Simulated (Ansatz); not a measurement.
**Collinear states of MoS**

These are results of Ansatz 0.2.0, DFT PBE+U, scalar-relativistic, plane waves, PAW, not measurements.

```xyz
4
Lattice="3.8165 0.0000 0.0000 -1.9082 3.3052 0.0000 0.0000 0.0000 6.6448" Properties=species:S:1:pos:R:3 pbc="T T T"
Mo    0.0000    0.0000    0.0000
Mo    0.0000    0.0000    3.3224
S     0.0000    2.2034    1.6612
S     1.9082    1.1017    4.9836
```

```
plane-wave cutoff                                : 420 eV
Γ-centred k-mesh                                 : 12×12×6
occupation rule                                  : Gaussian smearing, 0.1 eV
U_eff on Löwdin-orthogonalised atomic d orbitals : Mo 4.38 eV
list of starting moments (μB, in atom order)     : 2 2 0 0
check for lower electronic states after the SCF  : on
```

All runs keep this geometry, which stands near equilibrium for the lowest state (largest force there 0.000 eV/Å, pressure 0.0 GPa; forces reach 0.78 eV/Å in another state) and needn't be a stable compound; relaxing each order would shift the differences by some 95 meV/atom, going by the pressures and a bulk modulus of about 150 GPa. Signs run over the atoms with starting moments. A propagation vector, in units of the reciprocal vectors, doubles the cell, which takes an equally dense mesh. The large starts are 3.5 3.5 0 0 μB. The small starts are 0.5 0.5 0 0 μB. Site moments are spin moments in atom-centred spheres that scale with the neighbour distance. The states are those that the runs reached from these starts; a lower one can exist.

| start | ends | energy above lowest (meV/atom) | site moments (μB) | gap on mesh (eV) | P (GPa) |
| --- | --- | --- | --- | --- | --- |
| no spin | non-magnetic | 841 | none over 0.05 | metal | -14.8 |
| ferromagnetic | ferromagnetic | 0.00 | Mo +3.24 (×2), S -0.16 (×2) | metal | 0.0 |
| large parallel starting moments | ferromagnetic | 0.00 | Mo +3.24 (×2), S -0.16 (×2) | metal | 0.0 |
| antiferromagnetic in the cell, signs +- | antiferromagnetic | 150 | Mo +3.04, Mo -3.04 | metal | -4.4 |
| antiferromagnetic, doubled cell, propagation vector (0, 0, 1/2) | antiferromagnetic | 46.5 | Mo +3.16 (×2), S -0.21, Mo -3.16 (×2), S +0.21 | metal | -2.0 |
| antiferromagnetic, doubled cell, propagation vector (0, 1/2, 0) | antiferromagnetic | 55.5 | Mo +3.10 (×2), S +0.08 (×2), S -0.08 (×2), Mo -3.10 (×2) | metal | -2.9 |
| small parallel starting moments | ferromagnetic | 0.00 | Mo +3.24 (×2), S -0.16 (×2) | metal | 0.0 |

1 further run of this set didn't finish or converge.

Cost: 7 runs of about 20 core-minutes in all, on Intel Xeon Platinum 8259CL (Skylake/Cascade Lake) (shared hosts).